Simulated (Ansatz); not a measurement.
# Energy and pressure of MoS against volume, without spin

All numbers below come from DFT PBE+U, scalar-relativistic, plane waves, PAW in Ansatz 0.2.0.

```
Mo S
1.0
     0.00000    2.97559    2.97559
     2.97559    0.00000    2.97559
     2.97559    2.97559    0.00000
Mo S
1 1
Direct
  0.00000 0.00000 0.00000
  0.25000 0.25000 0.25000
```

| Item | Value |
| --- | --- |
| plane-wave cutoff | 420 eV |
| Γ-centred k-mesh | 12×12×12 |
| occupation rule | Gaussian smearing, 0.1 eV |
| U_eff on Löwdin-orthogonalised atomic d orbitals | Mo 4.38 eV |
| spin treatment | unpolarised |

The cell is scaled evenly at fixed fractional positions, V₀ being the volume of the cell shown; start: no spin polarisation. Energies are extrapolated to zero smearing. A spin-polarised state can lie lower, at larger volumes above all.

| V/V₀ | E above lowest (meV/atom) | P (GPa) |
| --- | --- | --- |
| 0.800 | 18.4 | 3.9 |
| 0.860 | 0.0 | -0.2 |
| 0.920 | 20.5 | -3.8 |
| 0.960 | 51.8 | -5.7 |
| 1.000 | 94.3 | -7.2 |
| 1.040 | ? | ? |
| 1.100 | 235.5 | -9.7 |
| 1.180 | ? | ? |

(1) Fill in the withheld rows.

Answers

(1) The withheld rows:

```json
{"V/V₀": "1.040", "E above lowest (meV/atom)": "145.6", "P (GPa)": "-8.4"}
{"V/V₀": "1.180", "E above lowest (meV/atom)": "371.8", "P (GPa)": "-10.9"}
```

Cost: 8 runs of about 1.3 core-minutes in all, on Arm Neoverse V1 (shared hosts).